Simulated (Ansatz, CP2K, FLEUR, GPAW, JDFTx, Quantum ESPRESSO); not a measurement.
KTaO3: programs and potentials compared

```
CELL_PARAMETERS angstrom
3.98830 0.00000 0.00000
0.00000 3.98830 0.00000
0.00000 0.00000 3.98830
ATOMIC_POSITIONS crystal
Ta 0.00000 0.00000 0.00000
K 0.50000 0.50000 0.50000
O 0.00000 0.00000 0.50000
O 0.00000 0.50000 0.00000
O 0.50000 0.00000 0.00000
```

Alike in all runs: task band structure; functional PBEsol; k mesh 7 × 7 × 7; occupations fermi-dirac, width 0.05 eV; no spin polarisation; no spin-orbit coupling. Pressure is positive in compression and, in plane waves, holds the error of the finite cutoff, which Ansatz's Pulay term estimates and takes out. Gaps are the smaller of the mesh's and the band path's.

```csv
program and potentials,plane-wave cutoff (eV),notes,band gap (eV),pressure (GPa)
"Ansatz, Ansatz PAW",420,"potentials made for PBE, which Ansatz adapts in part; 8 valence electrons an atom on average; Pulay term of +0.60 GPa included",2.13,-0.46
"Quantum ESPRESSO, GBRV 1.5 PBEsol",762,8 valence electrons an atom on average,2.13,-0.11
"GPAW, PAW data sets generated for this functional",800,8 valence electrons an atom on average,?,?
"Ansatz, all-electron LAPW, scalar-relativistic",-,-,2.14,-0.43
"CP2K, POTENTIAL_UZH Ta GTH-PBE-q13, K GTH-PBE-q9, O GTH-PBE-q6; TZVP-MOLOPT-PBE-GTH basis",-,atomic basis; potentials made for PBE; 8 valence electrons an atom on average,2.09,-2.64
"FLEUR, all-electron, FLAPW",-,-,2.14,-
"Ansatz, PseudoDojo stringent (PBEsol files)",1796,10.8 valence electrons an atom on average,2.15,-0.98
"JDFTx, PseudoDojo-SR-PBEsol-0.4.1-standard with smoothed tails",1143,8 valence electrons an atom on average,2.15,-
```

Question: Estimate from the other rows what the run with GPAW, PAW data sets generated for this functional gave.

Answer: Band gap 2.09 eV; pressure -0.07 GPa. The other rows, which needn't bracket it: band gap 2.09 to 2.15; pressure -2.64 to -0.11.
